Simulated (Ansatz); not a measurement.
## Y: stiffness from a series of strains

```yaml
crystal:
  lattice:
    - [3.65150, 0.00000, 0.00000]
    - [-1.82575, 3.16229, 0.00000]
    - [0.00000, 0.00000, 5.74740]
  atoms:
    - { symbol: Y, position: [0.33333, 0.66667, 0.25000] }
    - { symbol: Y, position: [0.66667, 0.33333, 0.75000] }
```

Atom numbers follow the list: Y1, Y2.

Conventional cell: a = 3.651 Å, b = 3.651 Å, c = 5.747 Å, α = 90.00°, β = 90.00°, γ = 120.00°. Around Y (atom 1) lie 12 Y at 3.56 to 3.65 Å.

The geometry is COD entry 1539818, unchecked; take it as a test cell.

The calculation used Ansatz 0.2.0, DFT, LDA, all-electron LAPW, scalar-relativistic.

Sampling and basis: a Γ-centred 12×12×7 k mesh, Fermi–Dirac smearing of 0.08 eV, basis error target 0.25 meV/atom, no spin polarisation.

The strain is applied along the Cartesian axes of the cell as listed (the other components stay zero). Fractional coordinates are held (clamped ions).

σ is the change of stress from the unstrained cell, which is at -3.91 GPa; tension is positive, so slopes are stress–strain coefficients at that pressure. In a metal the k mesh adds noise.

Only quantities that a quadratic follows smoothly over the whole series are listed; rougher ones are left out.

```tsv
εxx = εyy	σzz (GPa)	σxx (GPa)
-0.0200	-0.72	-1.71
0.0000	0.00	0.00
0.0100	0.30	0.78
0.0200	0.57	1.52
```

Problem. Fit the series and read off the stiffness at zero strain.

Solution. Least-squares fits y = p0 + p1 x + p2 x² to the rows give σzz (GPa): p1 = 32.2, p2 = -180; σxx (GPa): p1 = 80.7, p2 = -230. So C13 + C23 = 32 GPa and C11 + C12 = 81 GPa, for these axes.

Problem. One run, at εxx = εyy = -0.0100, is withheld. Predict its row.

Solution. The fits give -0.34, -0.83; the run gave -0.34, -0.83.
